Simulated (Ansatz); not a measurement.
GaN:
```yaml
crystal:
  lattice:
    - [0.00000, 2.10865, 2.10865]
    - [2.10865, 0.00000, 2.10865]
    - [2.10865, 2.10865, 0.00000]
  atoms:
    - { symbol: Ga, position: [0.00000, 0.00000, 0.00000] }
    - { symbol: N, position: [0.50000, 0.50000, 0.50000] }
```

x, y and z are the axes in which the lattice vectors are written.

Question: Give the high-frequency dielectric tensor and the Born effective charge tensors of the independent atoms from DFPT, r²SCAN in the plane-wave PAW code Ansatz.

Answer: 
ε∞:
```
7.28  0.00  0.00
0.00  7.28  0.00
0.00  0.00  7.28
```
Z* of atom 1 (Ga), rows: field, columns: displacement, in e:
```
3.55  0.00  0.00
0.00  3.55  0.00
0.00  0.00  3.55
```
Z* of atom 2 (N), rows: field, columns: displacement, in e:
```
-3.55   0.00   0.00
 0.00  -3.55   0.00
 0.00   0.00  -3.55
```

Static charges for comparison (Bader): Ga1 +1.77, N2 -1.77 e. Born charges measure polarisation by displacement and can exceed these by far.

Space group Fm-3m (rock salt). This is a known high-pressure phase of the composition, computed here at zero pressure and temperature. Symmetry was held in the r²SCAN relaxation; its stability against distortions is not shown here. Spin–orbit coupling is left out wherever it is not named.

Potentials: the earlier of the program's two PAW sets. The files were generated under PBE; for other functionals the program regenerates the frozen cores, and for LDA and PBEsol the local potential too.
